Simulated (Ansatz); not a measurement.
# Two states of Eu

```
Eu
1.0
     0.00000    0.00000    4.58446
    -4.58446    4.58446    0.00000
     2.29223    2.29223   -2.29223
Eu
2
Cartesian
  0.0000 0.0000 0.0000
  -2.2922 2.2922 2.2922
```

Single point in Ansatz 0.2.0 with PBE. Cutoff 420 eV, PAW datasets, 7×4×7 Γ-centred k mesh, gaussian filling (width 0.09 eV).

State A: Eu1 up, Eu2 down (collinear spin). State B: Eu1 up, Eu2 up (collinear spin).

Q: Compare the two self-consistent states.

A: State B is lower by 6.1 meV an atom at zero smearing; in free energy at this smearing B lies -7.5 meV an atom from A. So small a gap isn't resolved on this mesh where a state is a metal.

```
state  free energy (meV/atom)  largest moment in a small sphere (μB)  net moment (μB/cell)  gap on mesh (eV)  pressure (GPa)  largest force (eV/Å)
    A                     7.5                                   7.01                  0.00             metal            -1.5                  0.00
    B                     0.0                                   7.08                 14.67             metal            -1.4                  0.00
```

Origin: a database entry at a rescaled volume. Caveats: f shells without a U or exact exchange are poorly placed.
